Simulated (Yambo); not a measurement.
RbHS (space group P2_1/m, No. 11), G0W0@PBEsol in Yambo with this input:

```
rim_cut
gw0
dyson
el_el_corr
HF_and_locXC
ppa
em1d
RandQpts= 1000000
RandGvec= 1 Ry
EXXRLvcs= 72 Ry
VXCRLvcs= 288 Ry
Chimod= "HARTREE"
% BndsRnXp
 1 | 218 |
%
NGsBlkXp= 7 Ry
% LongDrXp
 1.0 | 1.0 | 1.0 |
%
PPAPntXp= 27.2114 eV
% GbndRnge
 1 | 218 |
%
GTermKind= "BG"
DysSolver= "n"
ExtendOut
```

On a 4×2×2 mesh, with wavefunctions cut at 72 Ry, the gap (Γ → Γ) is 5.376 eV and the valence edge shifts by -1.689 eV.

Task: What happens with this change: 96 bands in W?

Result: The gap falls by 0.049 eV, to 5.327 eV; the shift of the valence edge becomes -1.547 eV. Neither run is shown to be the converged limit.

Geometry of the Materials Project entry, not relaxed at this level; primitive cell a = 4.585 Å, b = 5.145 Å, c = 6.900 Å, α = 90.00°, β = 101.59°, γ = 90.00°.

The structure is a Materials Project entry; no match was found in the copy of COD used, and its stability was not checked.

A shift is the quasiparticle energy of the state minus its PBEsol energy.
